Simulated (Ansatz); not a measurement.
GePt:
```
GePt
1.0
    5.70454     0.00000     0.00000
    0.00000     3.68906     0.00000
    0.00000     0.00000     6.02178
Pt Ge
4 4
Direct
  0.50107   0.25000   0.69108
  0.00107   0.25000   0.80892
  0.49893   0.75000   0.30892
  0.99893   0.75000   0.19108
  0.68513   0.25000   0.08905
  0.18513   0.25000   0.41095
  0.31487   0.75000   0.91095
  0.81487   0.75000   0.58905
```

Relaxed with LDA. Special points in fractions of this cell's reciprocal vectors: Γ (0.000, 0.000, 0.000); X (0.500, 0.000, 0.000); S (0.500, 0.500, 0.000); Y (0.000, 0.500, 0.000); Z (0.000, 0.000, 0.500); U (0.500, 0.000, 0.500); R (0.500, 0.500, 0.500); T (0.000, 0.500, 0.500).

List the band energies nearest the Fermi level at these points for LDA (plane waves, PAW; program Ansatz).

In eV from the Fermi level; about four levels below and three above (degenerate sets whole), none deeper than 8.9 eV; points with the same levels are listed once.

```csv
k,below,above
Γ,-2.52 -1.65 -1.49 -1.03,0.62 0.92 2.95
X,-2.56 -2.56 -0.07 -0.07,1.22 1.22 2.24 2.24
S,-1.99 -1.99 -1.99 -1.99,0.64 0.64 0.64 0.64
Y,-1.69 -1.69 -0.17 -0.17,2.06 2.06 2.22 2.22
Z,-1.93 -1.93 -0.01 -0.01,1.00 1.00 1.87 1.87
U,-2.96 -2.96 -1.42 -1.42,0.66 0.66 1.77 1.77
R,-2.56 -2.56 -2.56 -2.56,2.49 2.49 2.49 2.49
T,-2.60 -2.60 -2.24 -2.24,0.46 0.46 1.08 1.08
```

Space group Pnma. The cell was relaxed with LDA under the symmetry of its start; of distortions, only those at the zone centre were tested. No spin polarisation was allowed. Scalar-relativistic: spin–orbit coupling is off unless named, which matters more the heavier the elements.

Potentials: the later of the program's two PAW sets.
